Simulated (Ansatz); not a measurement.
Fe (bcc (W type)), relaxed with PBEsol (Ansatz, a first-principles code, plane waves, PAW): a = 2.7858 Å, b = 2.7858 Å, c = 2.7858 Å, α = 90.00°, β = 90.00°, γ = 90.00°.

```
Item                                                                            Value
---------------------------  --------------------------------------------------------
B₀ by P(V) fit (GPa)                                                              224
K_Hill (GPa)                                                                      226
G_Hill (GPa)                                                                      107
Θ_D (K)                                                                           531
spin order and moments (μB)  ferromagnetic; net 2.08 per atom; largest site about 2.1
```

Q: The same phase is relaxed and computed with r²SCAN in the same code. What are the cell and these values now?

A: a = b = c = 2.866 Å, α = β = γ = 90.00°.

B₀ by P(V) fit (GPa): 176
K_Hill (GPa): 173
G_Hill (GPa): 65.3
Θ_D (K): 423
spin order and moments (μB): ferromagnetic; net 2.65 per atom; largest site about 2.8

Spin orders computed, not proven ground states: Fe, bcc (W type) with PBEsol ferromagnetic; Fe, bcc (W type) with r²SCAN ferromagnetic. All cells were relaxed under the symmetry of their starts (and spin orders); stability against distortions was not tested throughout.

Potentials: the later of the program's two PAW sets.

Ansatz is a plane-wave DFT program.
